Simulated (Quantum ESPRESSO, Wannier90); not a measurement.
Wannierisation of InP (wurtzite)

```xyz
4
Lattice="4.1681 0.0000 0.0000 -2.0841 3.6097 0.0000 0.0000 0.0000 6.8400" Properties=species:S:1:pos:R:3 pbc="T T T"
In    -2.0841     1.2032    -3.4186
In     2.0841    -1.2032     0.0014
P     -2.0841     1.2032    -0.8564
P      2.0841    -1.2032     2.5636
```

Materials Project entry mp-966800; symmetrised, unrelaxed at this level. Not found in the COD (Crystallography Open Database) copy used, which has the formula in other groups; not checked further. Level: PBEsol, no spin polarisation, no spin-orbit coupling; pw.x of Quantum ESPRESSO at 56 Ry with PseudoDojo potentials, 12×12×6 k-points, Wannier90. Density: 12×12×6 mesh, Gaussian smearing 0.01 Ry. Spin-orbit coupling is left out although heavy elements are present.

Base run: 16 functions from bands 11-36 of the 36 computed, start hydrogen-like In: s;p; P: s;p, centres 0.05 Å off the atoms, frozen window up to 2.05 eV relative to the valence-band maximum, outer window open. Its settings: num_cg_steps = 5, trial_step = 2 and dis_mix_ratio = 0.5 (the program's defaults), conv_tol = 1.0e-6 over 4 steps, num_iter = 1000, dis_conv_tol = 1.0e-6, dis_num_iter = 1000. One of them is changed at a time.

```json
[
 {"run": "base", "disentanglement steps": "326", "localisation steps": "436", "Ω_I (Å²)": "27.979", "Ω_total (Å²)": "31.945", "ended": "converged"},
 {"run": "fixed_step = 0.5", "disentanglement steps": "326", "localisation steps": "1000", "Ω_I (Å²)": "27.979", "Ω_total (Å²)": "41.491", "ended": "step limit"},
 {"run": "num_cg_steps = 20", "disentanglement steps": "326", "localisation steps": "183", "Ω_I (Å²)": "27.979", "Ω_total (Å²)": "31.945", "ended": "converged"},
 {"run": "dis_mix_ratio = 0.2", "disentanglement steps": "858", "localisation steps": "436", "Ω_I (Å²)": "27.979", "Ω_total (Å²)": "31.944", "ended": "converged"}
]
```
